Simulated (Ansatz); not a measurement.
An Ansatz (a program for electronic structure) run. Input:

Ansatz 0.2 input:
```yaml
crystal:
  lattice:
    - [0.0, 2.2016063113, 2.2016063113]
    - [2.2016063113, 0.0, 2.2016063113]
    - [2.2016063113, 2.2016063113, 0.0]
  atoms:
    - { symbol: N, position: [0.75, 0.75, 0.75] }
    - { symbol: Al, position: [0.0, 0.0, 0.0] }
kpoints:
  mp_grid: { grid: [11, 11, 11] }
basis: { xc_grid: 2 }
hamiltonian:
  xc: pbe
  pseudopotentials: { kind: paw }
scf:
  occupations: { method: fixed }
checkpoint: { read: static.run }
output: { bader: true, populations: true }
```

Output (shortened):

```
Pseudopotentials: kind: paw
Pseudopotential: N, paw, valence charge 5
Pseudopotential: Al, paw, valence charge 3
Functional definition: PBE
Crystal: 2 atoms, lattice volume = 21.343 Å³
Basis set: ecut = 420 eV, 411 PW (Γ), exchange–correlation on 48×48×48 points (8 copies of the dense FFT grid, shifted against one another)
Bands: 8, of which v1, the nominal top of the filled ones, is band 4 counted from 1 (3 counted from 0)
Symmetry: 24 space group operations
Space group: F-43m (ITA 216), of the structure as read, at distance tolerance 2.8e-5 Å
k-points: 56 of 1331 (time reversal used)
Initial density: read from a saved state, or passed on in memory by an earlier SCF of this step, an earlier step, the calling program or the single point that …
Stability of the state it starts from, as read at its close in the unpolarized treatment …
Initial wavefunctions: pseudopotential atomic-orbital guess
Eigensolver: davidson
Functional: x = pbe(κ = 0.804, μ = 0.2195149727645171), c = pbe(β = 0.06672455060314922)
iter 1 solved again at ethr=4.39e-8 eV; its pass at ethr=3.10e-3 eV (dr2=3.51e-6 eV) is discarded
SCF iter   1: F=—  HF=-924.211054 eV  |F-HF|=—  |Δ(HF+E_count)|=         —  Δρ=3.27e-7  dr2=8.34e-12  ethr=4.39e-8  ⟨swp⟩=3.0  Hψ=4187  notcnv=0  defer=45
all-band conjugate gradients solve this SCF's bands
preconditioner: auto → none
SCF iter   2: F=-924.211054 eV  HF=-924.211054 eV  |F-HF|=4.77e-12  |Δ(HF+E_count)|=  7.59e-10  Δρ=1.65e-7  dr2=2.60e-12  ethr=1.00e-12  ⟨swp⟩=5.1  Hψ=2077  notcnv=0
SCF 1 converged in 2 iterations: F = -924.211054 eV  dr2 = 2.60e-12
SCF converged after 2 iterations
Free energy (F): -924.211054 eV
Harris-Foulkes:  -924.211054 eV  (|F-HF|=4.77e-12)
Internal energy: -924.211054 eV  (E = F + TS)
E sigma→0 (E₀):  -924.211054 eV
Fermi energy:    6.721379 eV
--- Per-component energies (eV) ---
  E_band       = 13.736979
  E_kinetic    = 158.447665
  E_local      = -225.000783  (includes V_loc(G=0)·N_el)
  E_nonlocal   = 55.302003
  E_hartree    = 77.847674
  E_xc         = -101.543358
  E_vxc        = -107.579322  (∫ρ·V_xc dr)
  E_paw        = -595.033612  (= ΣΔE_a)
  E_vpaw       = -23.128017  (= ΣTr[D̂ρ^β])
  E_aug_tail   = 0.000097  (compensation charges beyond the density's cutoff)
  E_ewald      = -294.230740
  E_smearing   =  0.000000  (= −TS)
  E_closure    =  0.000000  (closes the sum)
  Σ components = -924.211054   (vs F -924.211054, Δ=0.00e0)
  [band-id]    e_kinetic+e_local+e_nonlocal+2·e_hartree+e_vxc+e_vpaw+e_augmentation_tail = 13.736992   (vs E_band 13.736979, Δ=1.31e-5)
--- Band table (eV; the first three rows and the last of 56) ---
  k-point 0: bands = ["-8.1091", "6.7214", "6.7214", "6.7214", "10.6968", "19.0660", "19.0660", "19.0660"]
  k-point 1: bands = ["-7.9914", "6.0333", "6.6789", "6.6789", "11.2677", "18.7383", "19.1784", "19.1784"]
  k-point 2: bands = ["-7.6536", "4.6317", "6.5695", "6.5695", "12.2987", "18.0304", "19.1988", "19.1988"]
  k-point 55: bands = ["-5.4983", "2.8758", "3.2520", "4.4313", "12.6880", "17.4852", "18.6409", "19.0010"]
  band table: 8 of 8 bands, residual norms ≤ 1.0e-3 eV
--- Löwdin populations: 2 sites ---
  site symbol       q [e]
     0      N      6.0049
     1     Al      1.9351
  spilling = 0.007494 (of n_electrons = 8.000000)
--- Bader charges: 2 sites ---
  site symbol  charge [e]  shift [e]
     0      N     -2.4218     0.0011
     1     Al      2.4218     0.0011
  shift: an alarm, by how much a part of what the PAW files miss would move the charge. Where it is large, compare
  with a run on PAW files of another source; a small one proves nothing
  estimated error of the sums over rays = 3.1e-4 e
```

Cost: roughly 18 core-seconds on shared cores.

The cell was relaxed with PBE under the symmetry of its start; phonons on a q-mesh show no instability.

Potentials: the later of the program's two PAW sets.

Ansatz is a plane-wave DFT program.
